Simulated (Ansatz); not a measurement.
KMgF3 (cubic perovskite, space group No. 221), plane-wave PAW PBEsol (Ansatz code). The conduction-band minimum lies at Γ, with 1 equivalent valley. Second derivatives d²E/dk² of the lowest band at one valley (eV·Å²), along Cartesian directions:

```
direction  d²E/dk²
---------  -------
[100]        14.94
[010]        14.94
[001]        14.94
[110]        14.94
[101]        14.94
[011]        14.94
```

**Question.** Find the principal effective masses, the density-of-states mass and the conductivity mass.

**Answer.** Off-diagonal terms follow from H_xy = H[110] − (H_xx + H_yy)/2, and m*/mₑ = 7.620 eV·Å² over each eigenvalue: 0.51, 0.51, 0.51. One valley's DOS mass (m₁m₂m₃)^(1/3) = 0.51, conductivity mass 3/(Σ 1/mᵢ) = 0.51 mₑ.

**Question.** What effective density of states Nc follows at 300 K for parabolic valleys?

**Answer.** Nc = 2.509e19 × 1 × (0.51)^(3/2) ≈ 9.1e18 cm⁻³.

**Question.** With the computed static dielectric constant 7.06 (mean of the diagonal), estimate a hydrogenic donor's binding energy and radius.

**Answer.** E = 13.606 eV × 0.51/7.06² ≈ 140 meV; a = 0.529 Å × ε/m* ≈ 7.3 Å. Semilocal masses tend to be too small where the gap is.

Space group Pm-3m (cubic perovskite). Symmetry was held in the PBEsol relaxation; phonons on a q-mesh show no instability.

Potentials: the later of the program's two PAW sets.
